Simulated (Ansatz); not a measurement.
Structures of In₃O₂: which is lowest?

Plane-wave DFT in Ansatz with scalar-relativistic PAW potentials, cutoff 420 eV, Γ-centred meshes chosen by cell and gap, Gaussian smearing with energies taken to zero width. Every cell was relaxed (cell and atoms) in a run of its own, within the symmetry of its start. Functional: PBE.

Relaxed structures (starts from databases or built by putting these elements on another compound's sites):
A. R-3m, 5 atoms in the computed cell, a = 3.390 Å, c = 28.714 Å; sites (symmetry × multiplicity) In -3m × 3 + 3m × 6, O 3m × 6; start: built
B. P-3m1, 5 atoms in the computed cell, a = 3.691 Å, c = 7.914 Å; sites (symmetry × multiplicity) In -3m. × 1 + 3m. × 2, O 3m. × 2; start: built
C. R-3c, 10 atoms in the computed cell, a = 5.501 Å, c = 21.385 Å; sites (symmetry × multiplicity) In .2 × 18, O 3. × 12; start: built

Problem. Rank them by energy. Could pressure change the order?

Solution.
| structure | group | E − E(lowest) (meV/atom) | V (Å³/atom) | gap on mesh (eV) |
| --- | --- | --- | --- | --- |
| B | P-3m1 | 0.0 | 18.67 | 0.00 |
| A | R-3m | 71 | 19.06 | 0.00 |
| C | R-3c | 244 | 18.68 | 0.00 |

B is lowest, 71 meV/atom under A. The two lowest differ in volume by under 3 %, too little for a first-order estimate of what pressure does to that pair (other pairs aren't weighed here); with rigid cells even 3 % in favour of the higher one would need about 20 GPa. Other structures may lie lower than all of these, and vibrations aren't counted.

Spin polarisation was left out, and a magnetic state may lie lower.